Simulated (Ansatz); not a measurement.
CeN:
```yaml
crystal:
  lattice:
    - [0.00000, 2.49460, 2.49460]
    - [2.49460, 0.00000, 2.49460]
    - [2.49460, 2.49460, 0.00000]
  atoms:
    - { symbol: Ce, position: [0.00000, 0.00000, 0.00000] }
    - { symbol: N, position: [0.50000, 0.50000, 0.50000] }
```

Relaxed with PBEsol. Special points in fractions of this cell's reciprocal vectors: Γ (0.000, 0.000, 0.000); X (0.500, 0.000, 0.500); U (0.625, 0.250, 0.625); K (0.375, 0.375, 0.750); L (0.500, 0.500, 0.500); W (0.500, 0.250, 0.750).

Q: List the band energies nearest the Fermi level at these points for plane-wave PAW PBEsol with spin–orbit coupling (Ansatz code).

A: In eV from the Fermi level; about four levels below and three above (degenerate sets whole), none deeper than 8.9 eV; points with the same levels are listed once.

```tsv
k	below	above
Γ	-2.05 -2.05 -2.05 -2.05	0.08 0.08 0.96 0.96
X	-1.45 -1.45 -0.72 -0.72	0.45 0.45 0.50 0.50
U	-1.17 -1.17 -0.16 -0.16	0.42 0.42 0.48 0.48
L	-3.66 -3.66 -3.64 -3.64	0.34 0.34 0.38 0.38
W	-1.65 -1.65 -1.26 -1.26	0.18 0.18 0.25 0.25
```

Space group Fm-3m (rock salt). The first step of the workflow began from a Materials Project structure, measured or hypothetical; the Crystallography Open Database files this formula in space group No. 225, but the cells were not matched. Whether it is the stable phase at ambient conditions was not checked. The PBEsol relaxation kept the symmetry of its start; whether a distortion lowers the energy is not shown. The workflow began spin-polarised and lost its moments. The 4f shell is in the valence. No Hubbard U is applied.

Potentials: the later of the program's two PAW sets.
